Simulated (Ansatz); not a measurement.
**KCaInWO6 (F-43m), kick along a soft mode, then relaxed**

All numbers below come from DFT PBEsol, scalar-relativistic, plane waves, PAW in Ansatz. The runs took a 420 eV cutoff, a Γ-centred 6×6×6 mesh and Gaussian smearing (0.05 eV). Spin–orbit coupling is left out, which can shift energies with elements as heavy as these. No spin polarisation. Energies are free energies at this smearing, counted from the undisturbed cell; pressure is positive in compression.

Reference structure (relaxed at this level; it needn't be the usual structure):

```
CELL_PARAMETERS angstrom
0.00000 4.02351 4.02351
4.02351 0.00000 4.02351
4.02351 4.02351 0.00000
ATOMIC_POSITIONS crystal
K 0.75000 0.75000 0.75000
Ca 0.25000 0.25000 0.25000
In 0.00000 0.00000 0.00000
W 0.50000 0.50000 0.50000
O 0.73707 0.26293 0.26293
O 0.26293 0.73707 0.73707
O 0.73707 0.73707 0.26293
O 0.26293 0.26293 0.73707
O 0.26293 0.73707 0.26293
O 0.73707 0.26293 0.73707
```

The atoms are moved along a zone-centre mode of 188i cm⁻¹ (Å):

| atom | ux | uy | uz |
| --- | --- | --- | --- |
| K1 | 0.000 | 0.000 | 0.000 |
| Ca2 | 0.000 | 0.000 | 0.000 |
| In3 | 0.000 | 0.000 | 0.000 |
| W4 | 0.000 | 0.000 | 0.000 |
| O5 | 0.000 | 0.033 | 0.073 |
| O6 | 0.000 | 0.033 | -0.073 |
| O7 | 0.040 | 0.040 | 0.000 |
| O8 | -0.106 | -0.106 | 0.000 |
| O9 | 0.033 | 0.000 | 0.073 |
| O10 | 0.033 | 0.000 | -0.073 |

Cell and atoms are then relaxed.

Problem. Does the relaxation return to the undisturbed structure?

Solution. No. It ends 52.9 meV/atom below it. The final space group reads Cm (tolerance 0.01 Å) and the volume changes by -2.54 %.

Final structure:

```
K Ca In W O
1.0
     0.00086    4.02114    3.97239
     4.02114    0.00086    3.97239
     3.99079    3.99079    0.03121
K Ca In W O
1 1 1 1 6
Cartesian
  6.0219 6.0219 5.9923
  1.9105 1.9105 1.9997
  3.9798 3.9798 0.0610
  4.0092 4.0092 3.9999
  2.1255 4.1609 4.3166
  5.9028 4.1122 3.6237
  4.2456 4.2456 5.8473
  3.5799 3.5799 2.1424
  4.1609 2.1255 4.3166
  4.1122 5.9028 3.6237
```

The relaxation, step by step (energy from the first step; small jumps at an unchanged geometry come where the plane waves are selected anew for the new cell):

| step | ΔE (meV/atom) | largest force component (eV/Å) | pressure (GPa) |
| --- | --- | --- | --- |
| 1 | 0.0 | 0.199 | -0.38 |
| 2 | -6.0 | 0.270 | 0.01 |
| 3 | -29.9 | 0.290 | 0.11 |
| 4 | -40.3 | 0.291 | 0.08 |
| 5 | -36.1 | 0.599 | 0.17 |
| 6 | -44.5 | 1.590 | 0.60 |
| 7 | -47.8 | 0.167 | -0.25 |
| 8 | -48.5 | 0.132 | -0.06 |
| 9 | -48.9 | 0.012 | 0.03 |
| 10 | -48.9 | 0.003 | -0.01 |
| 11 | -47.8 | 0.003 | -0.15 |
| 12 | -47.9 | 0.002 | -0.03 |
| 13 | -47.8 | 0.002 | -0.03 |

Frames along the relaxation (Å, eV/Å):

```xyz
10
Lattice="0.000 4.024 4.024 4.024 0.000 4.024 4.024 4.024 0.000" Properties=species:S:1:pos:R:3:forces:R:3 pbc="T T T" step=1
K     6.035    6.035    6.035    0.000    0.000   -0.001
Ca    2.012    2.012    2.012   -0.006   -0.006    0.002
In    0.000    0.000    0.000   -0.002   -0.002    0.033
W     4.024    4.024    4.024   -0.001   -0.001    0.002
O     2.116    4.056    4.097    0.041    0.074    0.133
O     5.931    4.056    3.950   -0.039    0.049   -0.151
O     4.064    4.064    5.931    0.081    0.081   -0.061
O     3.917    3.917    2.116   -0.199   -0.199    0.062
O     4.056    2.116    4.097    0.074    0.041    0.133
O     4.056    5.931    3.950    0.049   -0.039   -0.151
10
Lattice="-0.002 4.020 4.015 4.020 -0.002 4.015 4.018 4.018 0.000" Properties=species:S:1:pos:R:3:forces:R:3 pbc="T T T" step=2
K     6.028    6.028    6.020   -0.003   -0.003    0.011
Ca    2.002    2.002    2.009   -0.015   -0.015    0.000
In    0.001    0.001    0.003   -0.010   -0.010    0.009
W     4.019    4.019    4.015   -0.004   -0.004    0.083
O     2.114    4.064    4.125    0.002    0.105    0.194
O     5.924    4.057    3.903   -0.008    0.113   -0.210
O     4.088    4.088    5.919    0.088    0.088   -0.059
O     3.865    3.865    2.115   -0.270   -0.270   -0.011
O     4.064    2.114    4.125    0.105    0.002    0.194
O     4.057    5.924    3.903    0.113   -0.008   -0.210
10
Lattice="0.003 4.013 3.982 4.013 0.003 3.982 4.006 4.006 0.010" Properties=species:S:1:pos:R:3:forces:R:3 pbc="T T T" step=4
K     6.033    6.033    5.974   -0.053   -0.053    0.030
Ca    1.949    1.949    1.997   -0.064   -0.064   -0.004
In    0.002    0.002    0.018   -0.069   -0.069    0.012
W     4.015    4.015    3.986   -0.040   -0.040    0.291
O     2.121    4.121    4.250    0.019    0.147    0.219
O     5.909    4.094    3.710    0.021    0.143   -0.265
O     4.197    4.197    5.870    0.055    0.055   -0.222
O     3.659    3.659    2.119   -0.160   -0.160   -0.016
O     4.121    2.121    4.250    0.147    0.019    0.219
O     4.094    5.909    3.710    0.143    0.021   -0.265
10
Lattice="-0.001 4.023 3.968 4.023 -0.001 3.968 3.973 3.973 0.048" Properties=species:S:1:pos:R:3:forces:R:3 pbc="T T T" step=5
K     5.983    5.983    6.012    0.236    0.236   -0.030
Ca    1.893    1.893    1.985    0.106    0.106    0.007
In   -0.005   -0.005    0.026   -0.092   -0.092    0.042
W     4.006    4.006    3.998   -0.116   -0.116    0.261
O     2.123    4.187    4.408    0.239   -0.235   -0.599
O     5.887    4.127    3.546    0.015   -0.387    0.523
O     4.267    4.267    5.846   -0.006   -0.006   -0.392
O     3.512    3.512    2.158    0.240    0.240    0.265
O     4.187    2.123    4.408   -0.235    0.239   -0.599
O     4.127    5.887    3.546   -0.387    0.015    0.523
10
Lattice="-0.003 4.018 3.970 4.018 -0.003 3.970 3.991 3.991 0.025" Properties=species:S:1:pos:R:3:forces:R:3 pbc="T T T" step=6
K     6.024    6.024    5.956   -0.062   -0.062    0.149
Ca    1.921    1.921    1.983   -0.073   -0.073    0.160
In   -0.007   -0.007    0.022   -0.249   -0.249    0.380
W     3.994    3.994    4.034    0.437    0.437   -1.590
O     2.123    4.153    4.308   -0.187    0.042    0.086
O     5.897    4.107    3.625   -0.010    0.005    0.028
O     4.236    4.236    5.842    0.105    0.105    0.662
O     3.581    3.581    2.140   -0.008   -0.008    0.010
O     4.153    2.123    4.308    0.042   -0.187    0.086
O     4.107    5.897    3.625    0.005   -0.010    0.028
10
Lattice="-0.002 4.014 3.971 4.014 -0.002 3.971 3.995 3.995 0.018" Properties=species:S:1:pos:R:3:forces:R:3 pbc="T T T" step=8
K     6.016    6.016    5.985    0.008    0.008   -0.031
Ca    1.916    1.916    1.990   -0.036   -0.036    0.062
In   -0.015   -0.015    0.038    0.045    0.045   -0.132
W     4.006    4.006    3.992    0.022    0.022    0.102
O     2.122    4.155    4.302   -0.001    0.002    0.016
O     5.900    4.111    3.618   -0.002    0.006   -0.003
O     4.235    4.235    5.845    0.007    0.007   -0.068
O     3.588    3.588    2.130   -0.052   -0.052    0.039
O     4.155    2.122    4.302    0.002   -0.001    0.016
O     4.111    5.900    3.618    0.006   -0.002   -0.003
10
Lattice="0.002 4.022 3.974 4.022 0.002 3.974 3.992 3.992 0.031" Properties=species:S:1:pos:R:3:forces:R:3 pbc="T T T" step=9
K     6.024    6.024    5.994    0.002    0.002    0.000
Ca    1.912    1.912    2.000   -0.004   -0.004    0.002
In   -0.011   -0.011    0.030    0.002    0.002    0.003
W     4.011    4.011    4.001    0.003    0.003   -0.003
O     2.127    4.162    4.318   -0.012    0.001    0.001
O     5.905    4.114    3.626    0.004    0.000   -0.002
O     4.247    4.247    5.850    0.002    0.002    0.001
O     3.582    3.582    2.143    0.001    0.001   -0.003
O     4.162    2.127    4.318    0.001   -0.012    0.001
O     4.114    5.905    3.626    0.000    0.004   -0.002
10
Lattice="0.001 4.021 3.974 4.021 0.001 3.974 3.992 3.992 0.030" Properties=species:S:1:pos:R:3:forces:R:3 pbc="T T T" step=10
K     6.023    6.023    5.993    0.000    0.000    0.000
Ca    1.911    1.911    2.000   -0.001   -0.001    0.001
In   -0.011   -0.011    0.030    0.001    0.001    0.000
W     4.010    4.010    4.001    0.000    0.000    0.000
O     2.126    4.161    4.317    0.001    0.000    0.000
O     5.904    4.113    3.624   -0.002    0.000   -0.001
O     4.246    4.246    5.849    0.000    0.000   -0.003
O     3.581    3.581    2.142    0.001    0.001    0.003
O     4.161    2.126    4.317    0.000    0.001    0.000
O     4.113    5.904    3.624    0.000   -0.002   -0.001
10
Lattice="0.001 4.021 3.972 4.021 0.001 3.972 3.991 3.991 0.031" Properties=species:S:1:pos:R:3:forces:R:3 pbc="T T T" step=12
K     6.022    6.022    5.992    0.000    0.000    0.001
Ca    1.911    1.911    2.000    0.000    0.000    0.001
In   -0.011   -0.011    0.030    0.000    0.000   -0.001
W     4.009    4.009    4.000    0.002    0.002    0.000
O     2.125    4.161    4.317    0.000    0.000   -0.001
O     5.903    4.112    3.624   -0.001   -0.001    0.000
O     4.246    4.246    5.847    0.000    0.000    0.002
O     3.580    3.580    2.142    0.000    0.000   -0.001
O     4.161    2.125    4.317    0.000    0.000   -0.001
O     4.112    5.903    3.624   -0.001   -0.001    0.000
10
Lattice="0.001 4.021 3.972 4.021 0.001 3.972 3.991 3.991 0.031" Properties=species:S:1:pos:R:3:forces:R:3 pbc="T T T" step=13
K     6.022    6.022    5.992    0.000    0.000    0.001
Ca    1.911    1.911    2.000    0.000    0.000    0.001
In   -0.011   -0.011    0.030    0.000    0.000   -0.001
W     4.009    4.009    4.000    0.002    0.002    0.000
O     2.125    4.161    4.317    0.000    0.000   -0.001
O     5.903    4.112    3.624   -0.001   -0.001    0.000
O     4.246    4.246    5.847    0.000    0.000    0.002
O     3.580    3.580    2.142    0.000    0.000   -0.001
O     4.161    2.125    4.317    0.000    0.000   -0.001
O     4.112    5.903    3.624   -0.001   -0.001    0.000
```

Cost: 1 run of about 4.6 core-minutes, on Intel Xeon 6975P-C (Granite Rapids) (shared hosts).